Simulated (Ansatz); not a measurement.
**Computed properties of SiGe**

SiGe:
```
SiGe
1.0
    1.96198     1.13275     6.39888
   -1.96198     1.13275     6.39888
    0.00000    -2.26550     6.39888
Si Ge
2 2
Direct
  0.93881   0.93881   0.93881
  0.06119   0.06119   0.06119
  0.43599   0.43599   0.43599
  0.56401   0.56401   0.56401
```

Space group R-3m (No. 166); conventional cell a = b = 3.924 Å, c = 19.197 Å, α = β = 90.00°, γ = 120.00°.

Method: plane-wave PAW r²SCAN (Ansatz code). The cell and atoms are relaxed at this level. Other levels are named where they apply.

### Cell and energy

Volume per atom: 21.33 Å³
Density: 3.92 g/cm³
Formation energy from the elements (no fitted shifts): 0.008 eV/atom

### Electronic structure

Band gap: 0.65 eV (indirect)
Valence-band maximum: at Γ
Conduction-band minimum: at F (3 equivalent valleys)
Smallest direct gap on the standard path: 1.24 eV
Electron effective mass: 0.11, 0.22, 1.3 mₑ (principal values)
Electron effective mass with spin–orbit coupling: 0.11, 0.22, 1.3 mₑ (principal values)
Hole effective mass, band 1 of 2 at the edge: 0.34 along x, 0.56 along z (mₑ)
Hole effective mass, band 2 of 2 at the edge: 0.070 along x, 0.56 along z (mₑ)
Hole effective mass with spin–orbit coupling: 0.12 along x, 0.55 along z (mₑ)
HSE06 gap on the r²SCAN cell: 1.01 eV
Gap with spin–orbit coupling: 0.59 eV

### Mechanics

Bulk modulus (Birch–Murnaghan fit): 84.3 GPa
Pressure derivative B′: 4.5
Elastic constants (relaxed ions, GPa): C11 = 178, C12 = 43.5, C13 = 33.4, C14 = -13.1, C33 = 185, C44 = 57.0
Mechanical stability: stable (all eigenvalues of C positive)
Hill bulk and shear moduli: 84.6 and 63.3 GPa
Young's modulus: 152 GPa
Poisson's ratio: 0.20
Debye temperature from the elastic constants: 476 K

### Charges

- Bader charges = Si +0.28, Ge -0.28 e

The start of the workflow was typed in or built on a structure type; neither database checked (COD, Materials Project) lists it. Whether it is the stable phase at ambient conditions was not checked. The r²SCAN relaxation kept the symmetry of its start; whether a distortion lowers the energy is not shown. The references are the lowest solids computed at this level, not always the standard phases. Spin–orbit coupling is left out wherever it is not named.

Potentials: the earlier of the program's two PAW sets.
